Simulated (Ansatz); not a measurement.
A relaxed structure of ZrO2. Computed with PBEsol (plane waves to 420 eV, PAW, scalar-relativistic; Ansatz, a program for electronic structure).

```cif
data_O4Zr2
_chemical_formula_sum 'O4 Zr2'
_space_group_name_H-M_alt 'P 1'
_space_group_IT_number 1
_cell_length_a 6.03023
_cell_length_b 6.03023
_cell_length_c 6.03023
_cell_angle_alpha 141.279
_cell_angle_beta 141.279
_cell_angle_gamma 55.916
loop_
_space_group_symop_operation_xyz
  'x, y, z'
loop_
_atom_site_label
_atom_site_type_symbol
_atom_site_fract_x
_atom_site_fract_y
_atom_site_fract_z
_atom_site_occupancy
O1 O 0.79865 0.79865 0.00000 1
O2 O 0.54865 0.04865 0.50000 1
O3 O 0.20135 0.20135 0.00000 1
O4 O 0.95135 0.45135 0.50000 1
Zr1 Zr 0.75000 0.25000 0.50000 1
Zr2 Zr 0.00000 0.00000 0.00000 1
```

Problem. Determine the symmetry and give the standard cell with its independent sites.

Solution. Space group I4₁/amd, origin choice 1 (No. 141); a = 3.9981 Å, b = 3.9981 Å, c = 10.6529 Å, α = 90.00°, β = 90.00°, γ = 90.00°

```json
[
 {"atom": "O", "site": "8e", "symmetry": "2mm.", "x": "0.0000", "y": "0.0000", "z": "0.2013"},
 {"atom": "Zr", "site": "4a", "symmetry": "-4m2", "x": "0.0000", "y": "0.0000", "z": "0.0000"}
]
```

This is the anatase type.

Problem. Give the shortest distances between elements (the closest pairs, up to four, under 3.6 Å).

Solution. O–Zr 2.07 Å; O–O 2.58 Å; Zr–Zr 3.33 Å.

```yaml
volume_per_atom: 14.19 Å³
band_gap: 3.91 eV, indirect (valence top at M, conduction bottom at Γ) (no spin-orbit coupling)
smallest_direct_gap: 4.12 eV at k = (0.1667, 0.1667, -0.1667)
```

No spin polarisation in the result.

It was reached from a disturbed copy of a I4/mcm (No. 140) cell, against which it lies -0.61 eV/atom.

The first start was generated by placing the elements on the sites of a structure type. Materials Project lists a structure of ZrO2 in the same space group, I4₁/amd (No. 141); the sites were not compared with it, nor with measured phases. Known forms of ZrO2 include space group No. 14, 137, 225.
